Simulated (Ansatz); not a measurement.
Given:

LuF₃:
```
LuF3
1.0
    6.65779     0.00000     0.00000
   -3.32890     5.76582     0.00000
    0.00000     0.00000     6.84534
Lu F
6 18
Direct
  0.34685   0.00000   0.75000
  0.65315   0.00000   0.25000
  0.00000   0.34685   0.75000
  0.00000   0.65315   0.25000
  0.65315   0.65315   0.75000
  0.34685   0.34685   0.25000
  0.00000   0.00000   0.75000
  0.00000   0.00000   0.25000
  0.33333   0.66667   0.68213
  0.66667   0.33333   0.31787
  0.66667   0.33333   0.81787
  0.33333   0.66667   0.18213
  0.37567   0.30533   0.57815
  0.62433   0.69467   0.42185
  0.69467   0.07034   0.57815
  0.30533   0.92966   0.42185
  0.92966   0.62433   0.57815
  0.07034   0.37567   0.42185
  0.30533   0.37567   0.92185
  0.69467   0.62433   0.07815
  0.07034   0.69467   0.92185
  0.92966   0.30533   0.07815
  0.62433   0.92966   0.92185
  0.37567   0.07034   0.07815
```

This is the r²SCAN-relaxed structure.

All from the program Ansatz at the r²SCAN level (PAW), unless another level is named. Give the hole effective mass with spin–orbit coupling.

4.2, 12, 21 mₑ (principal values).

Give the electron effective mass with spin–orbit coupling.

0.50 mₑ (isotropic).

Predict the band gap.

8.66 eV (smallest direct gap 8.68 eV).

Space group P-3c1. The workflow started from a Materials Project entry (that database holds measured and hypothetical structures alike); the Crystallography Open Database copy checked does not list it. Its standing as an ambient phase is unchecked. The r²SCAN relaxation kept the symmetry of its start; its stability against distortions is not shown here. Spin–orbit coupling is left out wherever it is not named.

Potentials: the later of the program's two PAW sets.
